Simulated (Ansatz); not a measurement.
**rocksalt-structured PtP**

Method: PBEsol, scalar-relativistic; no spin polarisation; PAW, 420 eV, 12×12×12 k-mesh, Gaussian smearing of 0.05 eV; code Ansatz; PAW files: Ansatz's generated set soft_2.

```cif
data_structure
_symmetry_space_group_name_H-M 'P 1'
_symmetry_Int_Tables_number 1
_cell_length_a 3.5092
_cell_length_b 3.5092
_cell_length_c 3.5092
_cell_angle_alpha 60.000
_cell_angle_beta 60.000
_cell_angle_gamma 60.000
_cell_volume 30.56
loop_
_atom_site_label
_atom_site_type_symbol
_atom_site_fract_x
_atom_site_fract_y
_atom_site_fract_z
_atom_site_occupancy
Pt1 Pt 0.50000 0.50000 0.50000 1
P1 P 0.00000 0.00000 0.00000 1
```

This is a trial structure made by placing the elements on a prototype's sites, so it needn't be the stable form.

Path: Γ–X–U | K–Γ–L–W–X, with Γ = (0.000, 0.000, 0.000), X = (0.500, 0.000, 0.500), U = (0.625, 0.250, 0.625), K = (0.375, 0.375, 0.750), L = (0.500, 0.500, 0.500), W = (0.500, 0.250, 0.750) in reciprocal vectors of the calculation's cell.

Q: Is it a metal or an insulator, and if it has a gap, where are the band edges on this path?

A: A metal: bands cross the Fermi level.

Bands as a text map, energy in eV from the Fermi level (dashes), each leg drawn with the same width:
```
  2.86 |           *     *                          *   
  2.57 |          *         *             *             
  2.29 |                           *      *          *  
  2.00 |        **                                      
  1.71 |     ***                                      **
  1.43 |     *          *         *        *            
  1.14 |    *                *                          
  0.86 |                                                
  0.57 |   *          **         *          *           
  0.29 |  *                 ***             *           
  0.00 |**-*---------*-----*--***-----------------------
 -0.29 |    *             *                  *          
 -0.57 |      *     *    *   *   *                      
 -0.86 |     *              *                *******    
 -1.14 |         *******   *      *                 **  
 -1.43 |      *** *   *****                           **
 -1.71 |             *             ** ***     ****      
 -2.00 |         ****                *   ***  *******   
 -2.29 |       ******                       ************
 -2.57 |        **   ******            *******          
 -2.86 |      *   *      *           **  ****           
 -3.14 |           ** *** **        *                   
 -3.43 |     ***     *     **      *                  **
 -3.71 |    **  **          *     *                     
 -4.00 | ***      *          **  *                   *  
 -4.29 |***        *          ****                      
 -4.57 | * *        *        *   *                  *   
 -4.86 |    *        *      *     *                     
        Γ      X      UK       Γ       L       W       X
```

The calculation's cell holds 23 valence electrons, an odd number. Without magnetic order each band takes two, so one stays part-filled and the crystal must be a metal. (Only strong correlation, outside this picture, could make a Mott insulator of it.)

Scalar-relativistic only: spin–orbit splittings of the heavy atoms' levels are missing. Spin polarisation wasn't tried.
